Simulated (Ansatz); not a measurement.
Molecular dynamics on a 2×2×1 supercell (16 atoms) of NaScTe2 (ordering on rocksalt), relaxed with r2SCAN. Forces come from r2SCAN in Ansatz: Langevin thermostat and barostat (NPT), 2200 K, steps of 1 fs. Computed, non-magnetic; the trajectory is short and the cell small, so nothing here is a converged average. The structure comes from a prototype and may be hypothetical.

```yaml
crystal:
  lattice:
    - [8.6198620394, 0.0, 0.0]
    - [0.0, 8.6198620394, 0.0]
    - [0.0, 0.0, 5.8991668701]
  atoms:
    - { symbol: Na, position: [0.0, 0.0, 0.0] }
    - { symbol: Te, position: [0.0, 0.0, 0.5] }
    - { symbol: Sc, position: [0.25, 0.25, 0.5] }
    - { symbol: Te, position: [0.25, 0.25, 0.0] }
    - { symbol: Na, position: [0.0, 0.5, 0.0] }
    - { symbol: Te, position: [0.0, 0.5, 0.5] }
    - { symbol: Sc, position: [0.25, 0.75, 0.5] }
    - { symbol: Te, position: [0.25, 0.75, 0.0] }
    - { symbol: Na, position: [0.5, 0.0, 0.0] }
    - { symbol: Te, position: [0.5, 0.0, 0.5] }
    - { symbol: Sc, position: [0.75, 0.25, 0.5] }
    - { symbol: Te, position: [0.75, 0.25, 0.0] }
    - { symbol: Na, position: [0.5, 0.5, 0.0] }
    - { symbol: Te, position: [0.5, 0.5, 0.5] }
    - { symbol: Sc, position: [0.75, 0.75, 0.5] }
    - { symbol: Te, position: [0.75, 0.75, 0.0] }
kpoints:
  mp_grid: { grid: [2, 2, 2] }
hamiltonian:
  xc: r2scan
scf:
  occupations: { method: fermi_dirac, width: 0.19 }
md:
  ensemble: npt_langevin
  temperature: 2200
  timestep: 1.0
  n_steps: 30
  initial_velocities: maxwell_boltzmann
  seed: 1001
```

Command: `ansatz run input.yaml --threads 4 --pin off --max-ram 3686MiB --backend cpu --events-out ev --progress --plain --runs-dir out`. It ended after 7.6 min on 4 threads of Arm Neoverse V1, on a shared host; peak host memory 2.9 GiB.

```
step  t (fs)  T (K)  free energy F from step 0 (meV/atom)  kinetic energy (meV/atom)  pressure (GPa)  volume (Å³/atom)  largest force (eV/Å)
   0       0   2062                                   0.0                      266.6            1.29             27.40                  0.00
   1       1   1915                                   0.1                      247.5            1.21             27.40                  0.06
   2       2   1969                                   0.5                      254.6            1.25             27.40                  0.11
   3       3   2072                                   1.2                      267.8            1.31             27.40                  0.17
   4       4   2106                                   2.2                      272.3            1.32             27.42                  0.23
   5       5   1952                                   3.5                      252.3            1.23             27.45                  0.29
   6       6   2000                                   5.0                      258.5            1.24             27.47                  0.34
   7       7   1971                                   6.8                      254.8            1.22             27.50                  0.39
   8       8   1848                                   8.8                      238.8            1.16             27.53                  0.44
   9       9   1825                                  10.9                      235.9            1.15             27.56                  0.48
  10      10   1687                                  13.2                      218.1            1.08             27.59                  0.52
  11      11   1713                                  15.5                      221.4            1.09             27.63                  0.55
  12      12   1644                                  17.9                      212.5            1.03             27.68                  0.58
  13      13   1605                                  20.5                      207.5            0.97             27.73                  0.61
  14      14   1517                                  23.1                      196.1            0.90             27.79                  0.65
  15      15   1514                                  25.8                      195.7            0.86             27.86                  0.69
  16      16   1521                                  28.5                      196.6            0.82             27.92                  0.73
  17      17   1474                                  31.1                      190.5            0.76             27.98                  0.77
  18      18   1530                                  33.8                      197.7            0.75             28.05                  0.81
  19      19   1489                                  36.6                      192.4            0.69             28.11                  0.84
```

The temperature starts at 2062 K, is lowest at step 17 (1474 K, 17 fs) and ends at 1489 K. The thermostat hasn't had time to restore it. The job's limit cut the run after 19 of 30 steps.

Positions (Å) and forces (eV/Å) at step 19:
```
cell (Å): 8.695 0.000 0.000; 0.000 8.695 0.000; 0.000 0.000 5.950
Na   0.182   0.081   0.211    -0.315   0.031  -0.781
Te  -0.035  -0.074   2.999     0.180   0.248   0.614
Sc   2.087   2.114   2.777    -0.295   0.126   0.260
Te   2.266   2.281   0.004    -0.475  -0.214  -0.118
Na   0.128   4.429   0.020    -0.576  -0.396  -0.275
Te   0.106   4.293   2.919    -0.306   0.007   0.329
Sc   2.266   6.661   3.141    -0.285  -0.280  -0.191
Te   2.112   6.432  -0.037     0.457   0.406   0.223
Na   4.072   0.056  -0.070     0.501  -0.312   0.412
Te   4.392   0.012   3.020    -0.296  -0.201  -0.504
Sc   6.366   2.131   2.967     0.600   0.244   0.016
Te   6.404   2.216  -0.034     0.516  -0.286   0.136
Na   4.303   4.276   0.015     0.263   0.537   0.281
Te   4.387   4.323   3.066    -0.210   0.134  -0.441
Sc   6.380   6.457   3.082     0.365  -0.156  -0.085
Te   6.571   6.556  -0.032    -0.124   0.114   0.124
```
